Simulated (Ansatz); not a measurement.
Ansatz input

```yaml
crystal:
  lattice:
    - [-1.8200505527, 1.4923205266, 1.3321495871]
    - [1.4923205266, -1.8200505527, 1.3321495871]
    - [3.2962585204, 3.2962585204, -1.9323877302]
  atoms:
    - { symbol: Ru, position: [0.9584460289, 0.0415539711, 0.0], spin: 1.0 }
    - { symbol: Ru, position: [0.7915539711, 0.2084460289, 0.5], spin: 1.0 }
hamiltonian:
  xc: r2scan
  pseudopotentials:
    kind: paw
    azcp:
      Ru: "pseudopotentials/Ru.paw.azcp"
basis:
  ecutwfc: 500
  fft_grid_basis: typed
kpoints:
  mp_grid: { grid: [25, 25, 12], shift: [0, 0, 0] }
magnetization:
  spin_polarized: true
scf:
  occupations: { method: fermi_dirac, width: 0.05 }
output:
  write_density: true
  write_potential: true
  elf: true
  volumetric_format: npy
```

Output

```
Engine: ansatz 0.2.0, x86_64-unknown-linux-gnu
Pseudopotentials: kind: paw
Pseudopotential: Ru, paw, valence charge 16, recommended cutoff 500 eV (meta_gga) 
Functional definition: r2SCAN
  parameter k0 = 0.174
  parameter k1 = 0.065
  parameter a1 = 4.9479
  exchange = r2scan_x(k0 = k0, k1 = k1, a1 = a1)
  correlation = r2scan_c
Crystal: 2 atoms, lattice volume = 26.992 Å³
Basis set: ecut = 500 eV, 687 PW (Γ), exchange–correlation on 80×80×160 points (64 copies of the dense FFT grid, shifted against one another)
Bands: 21, of which v1, the nominal top of the filled ones, is band 16 counted from 1 (15 counted from 0)
Symmetry: 4 space group operations
Space group: C2/c (ITA 15), of the structure as read, at distance tolerance 3.0e-5 Å
Magnetic group: BNS 15.85 (UNI 92), of the structure as read, at distance tolerance 3.0e-5 Å
k-points: 1963 of 7500
Non-local potential: Ru, projectors of the file, l = 0: 3, l = 1: 2, l = 2: 2, l = 3: 1
PAW form: soft (Blöchl's): semilocal exchange-correlation on the pseudo side does not see the compensation charge
PAW frozen core: Ru, regenerated for the run's functional (the file was generated under x = pbe(κ = 0.804, μ = 0.2195149727645171), c = pbe(β = 0.06672455060314922))
PAW one-centre angular grid: Ru, 590 points (default); XC on 160 Gauss nodes
Initial density: superposition of atomic densities (chi_scale 0.1, normalization cell)
Starting moments: Σ|m| = 2 μB on 2 of 2 sites
Initial wavefunctions: pseudopotential atomic-orbital guess
Functional: x = r2scan, c = r2scan; τ floored in thin density (d = 2e-4 eV/Å³)
SCF iter   1: F=—  HF=-11782.811063 eV  |F-HF|=—  |Δ(HF+E_count)|=         —  Δρ=7.48e-2 (↑7.48e-2 ↓4.73e-2)  dr2=3.45e0  dr2_τ=4.27e-2  dr2_m=1.53e-1  M=0.933 μB ∫|m|=0.942 μB  β_m=0.56  ethr=3.10e-3  ⟨swp⟩=5.2  Hψ=344049  notcnv=0
Mixer restart at iter 1: flushing history
SCF iter   2: F=—  HF=-11781.508591 eV  |F-HF|=—  |Δ(HF+E_count)|=    1.30e0  Δρ=4.72e-2 (↑4.72e-2 ↓3.13e-2)  dr2=1.46e0  dr2_τ=1.44e-2  dr2_m=5.07e-2  M=0.789 μB ∫|m|=0.812 μB  β_m=1.00  ethr=3.10e-3  ⟨swp⟩=2.6  Hψ=152969  notcnv=0  defer=1371  κ⁻¹=1.0e0(r=1)
SCF iter   3: F=—  HF=-11781.254651 eV  |F-HF|=—  |Δ(HF+E_count)|=   2.54e-1  Δρ=1.17e-2 (↑1.17e-2 ↓8.54e-3)  dr2=6.41e-2  dr2_τ=1.14e-3  dr2_m=2.15e-3  M=0.489 μB ∫|m|=0.550 μB  β_m=1.00  ethr=3.10e-3  ⟨swp⟩=2.5  Hψ=153365  notcnv=0  defer=1371  κ⁻¹=4.2e-2(r=2)
SCF iter   4: F=—  HF=-11781.449112 eV  |F-HF|=—  |Δ(HF+E_count)|=         —  Δρ=1.41e-2 (↑1.36e-2 ↓1.41e-2)  dr2=1.21e-2  dr2_τ=4.95e-3  dr2_m=3.95e-2  M=0.072 μB ∫|m|=0.145 μB  β_m=0.36  ethr=2.00e-4  ⟨swp⟩=2.4  Hψ=154721  notcnv=0  defer=1377
...
WARN: the starting moments were not kept: the SCF closed with an absolute magnetisation of 1.8e-6 μB, where they sum to 2 μB in size (2 sites). That is at most 0.1 of that sum. Measured as dr2_m measures the in/out step, that magnetisation stands 1.6e-12 eV from none, at or under the dr2_threshold of 1.0e-7 eV: it is no larger than a step whose dr2_m would equal this threshold. The system may hold no moment; this SCF shows only that its start led to no more than that. To try another start: raise the starting moments (crystal.atoms[].spin, magnetization.per_species, magnetization.initial_magnetization, or on a non-collinear deck that types none of these the spinor_matrix: blocks that start its atoms; where the total moment is fixed, keep their sum and leave initial_magnetization as it is; typed ones take the place of any that the run laid by itself, positive ones on a crystal's lanthanoids without a Hubbard term where scf.initial_density.shell_occupations: [] is typed) or, if the notice of its spin-set hold's release reads "site moments contracting" or "site moments show no strong build", lengthen the hold (scf.mixing.spin_hold: { on: { confirm: 4 } }; for m-r²SCAN on two components see the key's manual first). Each may lead to a state that holds a moment. A second SCF, from the converged charge density, with the starting moments and any scf.initial_density.shell_occupations laid on it anew, would have followed, and was not run: the deck does not ask for one (magnetization.retry_lost_moments is false, the default). To let it run, set magnetization.retry_lost_moments: true and run the deck again, where that key's refused combinations let it; where memory then withholds it, that run's warning says so.
this state was not tested for a lower state beside it, because the mixer in use, unlike msr1, does not test its closes by its own steps (another_mixer; see scf.mixing.algorithm and scf.lower_state_search)
SCF converged after 17 iterations
Magnetization: 0.0000 μB (16.0000 up, 16.0000 down)
Absolute magnetization: 0.0000 μB (∫|ρ↑−ρ↓|, with the PAW one-centre terms)
Spin contamination: 0.0000 ħ² per cell (⟨S²⟩ above its minimum at these occupations)
Per-site moments (μB) at R_I (Å): [(6.355698434538191e-7, 1.0894129227088172), (6.355698437891749e-7, 1.0894129227088172)]
Free energy (F): -11781.417978 eV
Harris-Foulkes:  -11781.417978 eV  (|F-HF|=1.60e-10)
Internal energy: -11781.405370 eV  (E = F + TS)
E sigma→0 (E₀):  -11781.411674 eV
Entropy (-TS):   -0.012608 eV (-6.304 meV/atom)
Fermi energy:    23.556951 eV
--- Per-component energies (eV) ---
  E_band       = -133.308966
  E_kinetic    = 1028.594823
  E_local      = -2501.035603  (includes V_loc(G=0)·N_el)
  E_nonlocal   = 685.573075
  E_hartree    = 803.363329
  E_xc         = -368.658188
  E_vxc        = -534.105759  (∫ρ·V_xc dr)
  E_paw        = -6957.705720  (= ΣΔE_a)
  E_vpaw       = -456.646666  (= ΣTr[D̂ρ^β])
  E_aug_tail   = 0.000199  (compensation charges beyond the density's cutoff)
  E_vtau       = 37.584498  (kinetic-family band-sum trace: ∫τ·v_τ [+ j·A + Jᵃ·Aᵃ] dr)
  E_ewald      = -4470.915375
  E_core_change = -0.621911  (= ΣΔE_core)
  E_smearing   = -0.012608  (= −TS)
  E_closure    = 0.000000  (closes the sum)
  Σ components = -11781.417978   (vs F -11781.417978, Δ=0.00e0)
--- Band table (eV; the first three rows and the last of 3926) ---
  k-point 0 ↑: bands = ["-51.7922", "-51.5592", "-21.5433", "-20.5244", "-20.5233", "-20.3344", "-20.3344", "-20.2808", "15.2026", "17.0340", "20.8327", "20.8359", "21.0633", "21.5513", "21.5521", "22.0482", "22.0555", "24.7977", "24.8049", "24.9731", "34.5303"]
  k-point 1 ↑: bands = ["-51.7883", "-51.5633", "-21.5228", "-20.5212", "-20.5201", "-20.3377", "-20.3376", "-20.3035", "15.2856", "17.0627", "20.7758", "20.7790", "21.0209", "21.5008", "21.5016", "22.1706", "22.1778", "24.6922", "24.8046", "24.8112", "34.8937"]
  k-point 2 ↑: bands = ["-51.7769", "-51.5751", "-21.4624", "-20.5117", "-20.5107", "-20.3696", "-20.3472", "-20.3471", "15.5280", "17.1433", "20.6628", "20.6655", "20.9033", "21.3638", "21.3647", "22.4758", "22.4827", "23.9690", "24.8083", "24.8136", "35.8613"]
  k-point 1962 ↓: bands = ["-51.5601", "-51.5601", "-21.4245", "-21.4245", "-20.6179", "-20.6179", "-20.5969", "-20.5969", "17.2006", "17.2006", "18.8047", "18.8047", "22.4262", "22.4262", "24.0037", "24.0037", "25.2848", "25.2848", "27.0878", "27.0878", "34.7799"]
```
